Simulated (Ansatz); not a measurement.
CsLiMnS₂:
```xyz
5
Lattice="-2.0803 2.0803 7.0493 2.0803 -2.0803 7.0493 2.0803 2.0803 -7.0493" Properties=species:S:1:pos:R:3 pbc="T T T"
Cs     0.0000     0.0000     0.0000
Li     2.0803     0.0000     3.5247
Mn     0.0000     2.0803     3.5247
S      0.0000     0.0000     9.2853
S      0.0000     0.0000     4.8134
```
The run is spin-polarised; directions of the spins, atom by atom: 0 0 ↑ 0 0.

Relaxed with r²SCAN. Special points in fractions of this cell's reciprocal vectors: Γ (0.000, 0.000, 0.000); X (0.000, 0.000, 0.500); P (0.250, 0.250, 0.250); N (0.000, 0.500, 0.000); M (0.500, 0.500, -0.500); S (0.272, 0.728, -0.272); S0 (-0.272, 0.272, 0.272); R (-0.044, 0.044, 0.500); G (0.500, 0.500, -0.044).

Q: List the band energies nearest the valence-band maximum at these points for r²SCAN (plane waves, PAW; program Ansatz).

A: In eV from the valence-band maximum; about four levels below and three above (degenerate sets whole), none deeper than 8.9 eV; points with the same levels are listed once.

| k | below | above |
|---|---|---|
| Γ ↑ | -2.25 -0.09 -0.09 0.00 | 2.57 3.36 4.04 |
| X ↑ | -2.43 -2.38 -1.67 -1.46 | 3.41 5.09 5.19 |
| P ↑ | -2.42 -2.40 -1.74 -1.42 | 3.95 3.96 5.28 |
| N ↑ | -1.38 -1.06 -0.70 -0.48 | 3.52 4.31 5.41 |
| M ↑ | -2.04 -0.60 -0.15 -0.15 | 2.73 3.30 4.24 |
| S ↑ | -1.34 -1.12 -0.64 -0.46 | 3.54 4.02 5.12 |
| R ↑ | -2.37 -2.30 -1.64 -1.45 | 3.49 5.12 5.26 |
| Γ ↓ | -2.81 -2.81 -2.04 -1.78 -1.78 | 2.28 2.41 3.18 |
| X ↓ | -2.95 -2.65 -2.19 -2.16 | 1.58 1.95 2.39 |
| P ↓ | -2.88 -2.63 -2.22 -2.19 | 1.68 1.87 2.40 |
| N ↓ | -2.58 -2.36 -1.92 -1.75 | 2.32 2.66 2.73 |
| M ↓ | -2.77 -2.77 -2.65 -1.82 -1.82 | 2.14 2.32 2.41 |
| S ↓ | -2.59 -2.33 -1.92 -1.72 | 2.33 2.67 2.69 |
| R ↓ | -2.95 -2.65 -2.19 -2.18 | 1.61 1.96 2.42 |

Space group I-4m2. The workflow started from a Materials Project entry (that database holds measured and hypothetical structures alike); the Crystallography Open Database copy checked does not list it. With Li and Mn taken as one species the cell has the higher symmetry I4/mmm, so it may be an ordered model of a mixed-site phase. Its standing as an ambient phase is unchecked. The cell was relaxed with r²SCAN under the symmetry of its start; whether a distortion lowers the energy is not shown. The final state is ferromagnetic, the only order run, not a proven ground state. The cell computed holds one magnetic atom, so no antiferromagnetic order was within reach. Other orbital occupations within this spin state were not tried. No Hubbard U is applied. Scalar-relativistic: spin–orbit coupling is off unless named, which matters more the heavier the elements.

Potentials: the later of the program's two PAW sets.
